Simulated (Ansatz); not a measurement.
LiAu$_{3}$ (Cu3Au type, space group No. 221) at seven volumes, PBEsol in the plane-wave PAW code Ansatz, scaled uniformly. One row is withheld.

```tsv
V (Å³/atom)	P (GPa)
14.403	15.68
14.878	9.33
15.352	?
15.827	0.00
16.302	-3.43
16.777	-6.27
17.252	-8.61
```

### Question
Fit the shown pressures and predict the withheld one.

### Answer
P = (3/2)B₀(x^(7/2) − x^(5/2))[1 + (3/4)(B′ − 4)(x − 1)] with x = (V₀/V)^(2/3). Least squares on the six rows gives V₀ = 15.827 Å³/atom, B₀ = 127 GPa, B′ = 5.66. At V = 15.352, x = 1.0205 and P = 4.22 GPa. The run itself gave 4.18 GPa.

Space group Pm-3m (Cu3Au type). The workflow started from an entry of the Crystallography Open Database (COD). Whether it is the stable phase at ambient conditions was not checked. The cell was relaxed with PBEsol under the symmetry of its start; its stability against distortions is not shown here. Scalar-relativistic: spin–orbit coupling is off unless named, which matters more the heavier the elements.

Potentials: the later of the program's two PAW sets.
